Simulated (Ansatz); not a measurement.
A geometry of Ir away from equilibrium: the start of the relaxation of a relaxed Ir cell displaced along its unstable phonon at q = (½, ½, 0) of its primitive reciprocal cell (56i cm⁻¹), largest move 0.15 Å. These are PBEsol (plane waves to 420 eV, PAW, scalar-relativistic; Ansatz, a first-principles code) values and carry that method's errors. Γ-centred k-mesh 13×13×13 on the run's cell (coarser than for final values), Fermi–Dirac smearing 0.05 eV.

```xyz
2
Lattice="5.0811 0.0000 0.0000 2.5405 2.5405 0.0000 0.0000 0.0000 2.5405" Properties=species:S:1:pos:R:3:forces:R:3 pbc="T T T" free_energy=-23595.928 pressure_GPa=-1.9
Ir     0.0000     0.0000     0.1500    0.0000    0.0000    0.2830
Ir     2.5405     0.0000    -0.1500    0.0000    0.0000   -0.2830
```

Positions in Å, forces in eV/Å, free energy of the cell in eV (comparable only within this code, potentials and settings). Largest force: 0.28 eV/Å, on Ir1, Ir2 (atoms numbered as listed); the geometry lies 0.72 eV/atom above the end of its relaxation.

No spin polarisation in the result.

The run could not lose the symmetry of its start: the end is stationary, and may be a saddle point rather than a minimum.

The end of the path is a generated cell of Ir: the first start was made by placing the elements on the sites of a structure type, and the end was not matched to a known phase here, so it may be hypothetical. Known forms of Ir include space group No. 225.
